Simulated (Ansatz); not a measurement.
Here is an unrelaxed guess for SbSe2.

```cif
data_structure
_symmetry_space_group_name_H-M 'P4/mmm'
_symmetry_Int_Tables_number 123
_cell_length_a 3.3648
_cell_length_b 3.3648
_cell_length_c 6.9754
_cell_angle_alpha 90.000
_cell_angle_beta 90.000
_cell_angle_gamma 90.000
_cell_volume 78.97
loop_
_atom_site_label
_atom_site_type_symbol
_atom_site_symmetry_multiplicity
_atom_site_Wyckoff_symbol
_atom_site_fract_x
_atom_site_fract_y
_atom_site_fract_z
_atom_site_occupancy
Sb1 Sb 1 a 0.00000 0.00000 0.00000 1
Se1 Se 2 h 0.50000 0.50000 0.28432 1
```

All numbers below come from DFT PBE, scalar-relativistic, plane waves, PAW in Ansatz 0.2.0. Settings: cutoff 420 eV, Γ-centred mesh 6×6×4 on the computed 3-atom cell, Gaussian smearing of 0.10 eV; no spin polarisation.

Energies over the elements count from the elements' standard structures at the same level, with no fitted energy shifts.

Problem. How far from equilibrium is it?

Solution. The pressure is -1.6 GPa (the mean over three directions, positive in compression), the largest force is 0.59 eV/Å, and the energy is +0.31 eV/atom against the elements. The shortest distance is 3.01 Å.

Problem. Is it a good guess?

Solution. A rough one: relaxing gains about 0.24 eV/atom (the start's value is from the coarse mesh, so the gain is rough) in 16 ionic steps and ends at +0.07 eV/atom on the finer mesh. The symmetry stays P4/mmm (No. 123). The volume per atom grows by 3.8 %, from 26.3 to 27.3 Å³. The shortest distance goes from 3.01 Å (Se–Se) to 2.76 Å (Se–Se). The ratio c/a of the conventional cell changes by a factor of 0.72. Conventional cell: a = 3.803 Å, c = 5.670 Å. Around Sb lie 8 Se at 3.06 Å and 4 Sb at 3.80 Å; Se has 2 Se at 2.76–2.91 Å and 4 Sb at 3.06 Å.

The last run used a 12×12×8 mesh (in the run's order of axes) for its 3-atom cell and Gaussian smearing of 0.10 eV. These runs have no spin–orbit coupling, which can matter for Sb. An odd number of electrons in the primitive cell allows no gap without spin; a larger cell or a magnetic state could open one. The reference form of Se is held partly by dispersion forces, which this level lacks. The relaxation can't lower the symmetry of the start, and the grade says only how near the guess is to its own end. A structure relaxed within its symmetry needn't be a true minimum. Another cell of SbSe2 relaxed alike, in P-3m1, lies 217 meV/atom lower, so this cell isn't the stable form at this level.
